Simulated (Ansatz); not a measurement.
TlPO$_{4}$:
```xyz
12
Lattice="2.7204 -4.0654 0.0000 2.7204 4.0654 0.0000 0.0000 0.0000 7.1472" Properties=species:S:1:pos:R:3 pbc="T T T"
Tl     0.0000     0.0000     3.5736
Tl     0.0000     0.0000     0.0000
P      2.7204    -1.1937     1.7868
P      2.7204     1.1937     5.3604
O      2.7204     1.9741     4.0428
O      2.7204    -1.9741     3.1044
O      2.7204    -1.9741     0.4692
O      2.7204     1.9741     6.6780
O      3.9945     0.2717     5.3604
O      1.4463    -0.2717     1.7868
O      3.9945    -0.2717     1.7868
O      1.4463     0.2717     5.3604
```

Relaxed with PBEsol.

Task: Map the electron localisation function on the plane through (0.000, 0.000, 0.500) spanned by u = [0, 0, 1] and v = [1, -1, 0] in lattice vectors, from PBEsol (plane waves, PAW; program Ansatz).

Result: x is the fraction of u, y of v (the angle between them is 90°; rows are the nearest grid lines); atoms in the plane: Tl at (0.00, 0.00), Tl at (0.50, 0.00), P at (0.75, 0.65), P at (0.25, 0.35), O at (0.07, 0.26), O at (0.93, 0.74), O at (0.57, 0.74), O at (0.43, 0.26).
```
y \ x   0.000  0.0833  0.194  0.278  0.361  0.444  0.556  0.639  0.722  0.806  0.917   1.00
------  -----  ------  -----  -----  -----  -----  -----  -----  -----  -----  -----  -----
1.00    0.029   0.184  0.084  0.047  0.304  0.026  0.026  0.304  0.047  0.084  0.184  0.029
0.925   0.189   0.350  0.064  0.044  0.203  0.295  0.275  0.196  0.028  0.061  0.311  0.189
0.850   0.233   0.104  0.024  0.021  0.051  0.131  0.431  0.429  0.067  0.157  0.495  0.233
0.775   0.818   0.423  0.005  0.004  0.041  0.677  0.553  0.763  0.373  0.576  0.537  0.818
0.700   0.870   0.609  0.003  0.002  0.083  0.779  0.674  0.823  0.219  0.671  0.620  0.870
0.625   0.584   0.089  0.007  0.009  0.007  0.285  0.576  0.503  0.002  0.029  0.542  0.584
0.550   0.025   0.009  0.047  0.051  0.029  0.008  0.055  0.195  0.335  0.312  0.084  0.025
0.450   0.025   0.084  0.312  0.335  0.195  0.055  0.008  0.029  0.051  0.047  0.009  0.025
0.375   0.584   0.542  0.029  0.002  0.503  0.576  0.285  0.007  0.009  0.007  0.089  0.584
0.300   0.870   0.620  0.671  0.219  0.823  0.674  0.779  0.083  0.002  0.003  0.609  0.870
0.225   0.818   0.537  0.576  0.373  0.763  0.553  0.677  0.041  0.004  0.005  0.423  0.818
0.150   0.233   0.495  0.157  0.067  0.429  0.431  0.131  0.051  0.021  0.024  0.104  0.233
0.0750  0.189   0.311  0.061  0.028  0.196  0.275  0.295  0.203  0.044  0.064  0.350  0.189
0.000   0.029   0.184  0.084  0.047  0.304  0.026  0.026  0.304  0.047  0.084  0.184  0.029
```

The density is the valence pseudo-density with augmentation charge, so density and ELF within about 1 Å of a nucleus are not all-electron values.

Space group Cmcm. The first step of the workflow began from a Materials Project structure, measured or hypothetical; the Crystallography Open Database files this formula in space group No. 63, but the cells were not matched. Its standing as an ambient phase is unchecked. Symmetry was held in the PBEsol relaxation; its stability against distortions is not shown here. Scalar-relativistic: spin–orbit coupling is off unless named, which matters more the heavier the elements.

Potentials: the later of the program's two PAW sets.
